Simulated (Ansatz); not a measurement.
With r²SCAN (plane waves, PAW; program Ansatz), InPt3N in the anti-perovskite structure (Pm-3m) relaxes to a = 4.229 Å. In has 12 nearest neighbours from 2.99 Å (cuboctahedral); N has 6 nearest neighbours from 2.11 Å (octahedral). Its formation energy from the elements is 0.33 eV/atom, with no fitted shifts.

Electronic character: metallic (no gap). Gap from r²SCAN with spin–orbit coupling: none (metallic).

An equation-of-state fit gives a bulk modulus of 200 GPa. Bader charges are In +1.02, Pt -0.01, N -0.98 e.

The start of the workflow was typed in or built on a structure type; neither database checked (COD, Materials Project) lists it. Whether it is the stable phase at ambient conditions was not checked. The cell was relaxed with r²SCAN under the symmetry of its start; whether a distortion lowers the energy is not shown. The run is not spin-polarised. The volume moved by 17 % from the start of the relaxation. Its formation energy is positive at this level, so the cell may be metastable or incomplete. The references are the lowest solids computed at this level, not always the standard phases (solids in place of the gases). Scalar-relativistic: spin–orbit coupling is off unless named, which matters more the heavier the elements.

Potentials: the earlier of the program's two PAW sets. The files were generated under PBE; for other functionals the program regenerates the frozen cores, and for LDA and PBEsol the local potential too.
